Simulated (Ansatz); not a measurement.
**Fields on a plane of ZrPbO3 (cubic perovskite)**

```xyz
5
Lattice="4.1086 0.0000 0.0000 0.0000 4.1086 0.0000 0.0000 0.0000 4.1086" Properties=species:S:1:pos:R:3 pbc="T T T"
Zr     0.0000     0.0000     0.0000
Pb     2.0543     2.0543     2.0543
O      2.0543     0.0000     0.0000
O      0.0000     2.0543     0.0000
O      0.0000     0.0000     2.0543
```

The slice is a {210} plane (indices of the conventional cell) through the point (0.000, 0.500, 0.000) (fractional), spanned by u = [100] and v = [021] in vectors of this cell: u (4.11 Å) and v (9.19 Å, at 90° to u). It covers one period; positions are fractions (u, v).

Atoms on it: Pb at (0.50, 0.50); O at (0.00, 0.00). Other atoms lie within 1 Å of the plane.

Level of theory: LDA (plane waves to 420 eV, PAW, scalar-relativistic; Ansatz, a program for electronic structure). k mesh 8×8×8. Inside the PAW spheres the values are not all-electron values, and peaks at nuclei hang on which shells count as valence. Spin-orbit coupling is left out, though Pb is heavy. This is a high-temperature form of ZrPbO3. ZrPbO3 is run without spin polarisation. ZrPbO3 was relaxed with its symmetry unable to fall.

```tsv
v \ u	0.00	0.14	0.29	0.43	0.57	0.71	0.86
0.88	-0.4	-0.7	-1.0	-0.8	-0.8	-1.0	-0.7
0.75	-0.1	-0.5	-0.9	-0.6	-0.6	-0.9	-0.5
0.62	-0.7	-0.9	-0.9	-0.5	-0.5	-0.9	-0.9
0.50	-1.4	-1.0	0.0	0.9	0.9	0.0	-1.0
0.38	-0.7	-0.9	-0.9	-0.5	-0.5	-0.9	-0.9
0.25	-0.1	-0.5	-0.9	-0.6	-0.6	-0.9	-0.5
0.12	-0.4	-0.7	-1.0	-0.8	-0.8	-1.0	-0.7
0.00	0.9	0.3	-0.8	-1.4	-1.4	-0.8	0.3
```

Values: log₁₀ of the valence density in e/Å³. The scale is logarithmic, as a density can span decades between atoms and voids.

```
|xx%%@@##--          --##@@%%|
|@@@@@@++..          ..++@@@@|
|****==::      ..      ::==**|
|....      ..------..      ..|
|::::    ..--++**++--..    ::|
|==--..  ..==######==..  ..--|
|--::..  ..==######==..  ..::|
|::....    ::++**++::    ....|
|----::..  ..::--::..  ..::--|
|**++==..              ..==++|
|**++--..    ......    ..--++|
|----..  ..::------::..  ..--|
|..    ..--==++++++==--..    |
|      ::==++--::--++==::    |
|    ..--++--  xx  --++--..  |
|    ..==++::xxxxxx::++==..  |
|    ..--++--  xx  --++--..  |
|      ::==++--::--++==::    |
|..    ..--==++++++==--..    |
|----..  ..::------::..  ..--|
|**++--..    ......    ..--++|
|**++==..              ..==++|
|----::..  ..::--::..  ..::--|
|::....    ::++**++::    ....|
|--::..  ..==######==..  ..::|
|==--..  ..==######==..  ..--|
|::::    ..--++**++--..    ::|
|....      ..------..      ..|
|****==::      ..      ::==**|
|@@@@@@++..          ..++@@@@|
|xx%%@@##--          --##@@%%|
|xxxx@@%%--          --%%@@xx|
```
Scale: ten equal steps from 0.02 (start of ' ') to 0.83 (end of '@'), in the order ' .:-=+*#%@'. Values: electron localisation function (ELF). The map has 14 points along u (two characters each, u = 0 at the left) and 32 along v (v = 0 in the bottom row). Points within 0.4 Å of a nucleus are blanked (x), as the pseudised field means little there.
